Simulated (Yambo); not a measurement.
**PbBrF: sweep of GW parameters**

G0W0@PBEsol for PbBrF (space group P4/nmm, No. 129) in Yambo. Reference settings: 2×2×2 Γ-centred k mesh, 196 bands and a 7 Ry block in the screening, 196 bands in G with the Bruneval-Gonze terminator, plasmon pole fitted at 27.2 eV. The PBEsol gap Z → Z on this mesh is 2.42 eV; G0W0 gaps are taken between the same points.

```
change from the reference     G0W0 gap Z → Z (eV)  shift of the valence edge (eV)        rough Yambo cost
----------------------------  -------------------  ------------------------------  ----------------------
reference settings                           3.68                           -0.97                       1
78 bands in G                                3.65                           -0.88                       –
wavefunctions cut at 25 Ry                   3.68                           -0.97  within a factor of two
no point-group symmetry                      3.68                           -0.97  within a factor of two
78 bands in G, no terminator                 3.41                           -0.33                       –
no terminator                                3.63                           -0.84                       –
```

The reference isn't shown to be the converged limit. Costs are rough (shared machines), scaled to the same edge states, and given only for runs that recompute the screening.

Spin-orbit coupling is left out; with 6p states at a band edge it can lower the gap by many tenths of an eV, most of a small gap.

The standard potential for Pb keeps a d shell in the valence without the s and p states of that shell. In tests on such compounds this moved G0W0 gaps by up to about 0.9 eV, so absolute quasiparticle energies here are unreliable; differences between settings are what counts.

Geometry of the Materials Project entry, not relaxed at this level; primitive cell a = b = 4.185 Å, c = 7.662 Å, α = β = γ = 90.00°.

A shift is the quasiparticle energy of the state minus its PBEsol energy.
